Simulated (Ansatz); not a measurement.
Cr (bcc (W type)), relaxed and computed with several functionals in Ansatz (plane waves, PAW).

```csv
functional,a (Å),spin order and moments (μB)
PBE+D3(BJ),2.832,antiferromagnetic; net 0.00 per atom; largest site about 0.9
r²SCAN,2.962,antiferromagnetic; net 0.00 per atom; largest site about 2.8
r²SCAN+D4,2.948,antiferromagnetic; net 0.00 per atom; largest site about 2.8
```

Spin orders computed, not proven ground states: Cr, bcc (W type) with PBE+D3(BJ) antiferromagnetic; Cr, bcc (W type) with r²SCAN antiferromagnetic; Cr, bcc (W type) with r²SCAN+D4 antiferromagnetic. All cells were relaxed under the symmetry of their starts (and spin orders); stability against distortions was not tested throughout.

Potentials: the earlier of the program's two PAW sets.

Ansatz (an electronic-structure program) is a plane-wave DFT program.
